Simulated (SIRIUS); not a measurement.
Energy against volume for Sn3Te2Se (P-3m1, 6 atoms in the cell; from Materials Project mp-1218966): the cell is scaled uniformly, and the atoms keep their fractional positions.

```xyz
6
Lattice="4.4284 0.0000 0.0000 -2.2142 3.8351 0.0000 0.0000 0.0000 10.7926" Properties=species:S:1:pos:R:3 pbc="T T T"
Sn     0.0000     0.0000     5.3963
Sn     0.0000     2.5567     1.6378
Sn     2.2142     1.2784     9.1548
Te     0.0000     2.5567     7.2763
Te     2.2142     1.2784     3.5163
Se     0.0000     0.0000     0.0000
```

Method: PBEsol, PseudoDojo 0.4 standard norm-conserving PBEsol (tails mended) pseudopotentials (plane waves; SIRIUS 7.12.0).

Held fixed: parameters.ngridk = 4 4 2; parameters.xc_functionals = [XC_GGA_X_PBE_SOL, XC_GGA_C_PBE_SOL]; parameters.gk_cutoff = 9.274 1/bohr; parameters.pw_cutoff = 18.548 1/bohr; parameters.smearing = fermi_dirac; parameters.smearing_width = 0.00367493 Ha; potentials = PseudoDojo 0.4 standard norm-conserving PBEsol (tails mended) pseudopotentials; parameters.electronic_structure_method = pseudopotential; parameters.num_bands = 54; parameters.num_mag_dims = 0; parameters.num_dft_iter = 100; parameters.energy_tol = 1e-07 Ha; parameters.density_tol = 1e-06; mixer.type = anderson; mixer.beta = 0.3; mixer.use_hartree = false.

Spin-orbit coupling is left out, which matters for bands and gaps with elements this heavy. The structure comes from a collection of computed structures, made at another level of theory; the collection holds predicted forms beside known ones. No clean gap shows at this smearing width and mesh (spacing up to 0.41 Å⁻¹); the mesh is coarse for partly filled bands, so the values carry mesh errors. Semi-local functionals can close small gaps.

| V (Å³/atom) | V/V(base) | ΔF (meV/atom, from the lowest row) | pressure (GPa) |
|---|---|---|---|
| 28.716 | 0.940 | 0.9 | 0.77 |
| 29.327 | 0.960 | 0.0 | -0.32 |
| 29.937 | 0.980 | 3.1 | -1.29 |
| 30.243 | 0.990 | 5.9 | -1.73 |
| 30.548 | 1.000 | 9.6 | -2.14 |
| 30.854 | 1.010 | 14.1 | -2.53 |
| 31.159 | 1.020 | 19.2 | -2.90 |
| 31.770 | 1.040 | 31.6 | -3.57 |
| 32.381 | 1.060 | 46.3 | -4.17 |

Task: Estimate the equilibrium volume and the bulk modulus from these points.

Result: A third-order Birch-Murnaghan fit gives V0 = 29.14 Å³/atom and B0 = 51 GPa (largest residual 0.00 meV/atom). V0 and B0 belong to these fixed fractional positions and this cell shape; relaxing them, where they are free, usually lowers B0.

“Tails mended”: in these copies of the files the far tail of each local potential was reset to the Coulomb form.
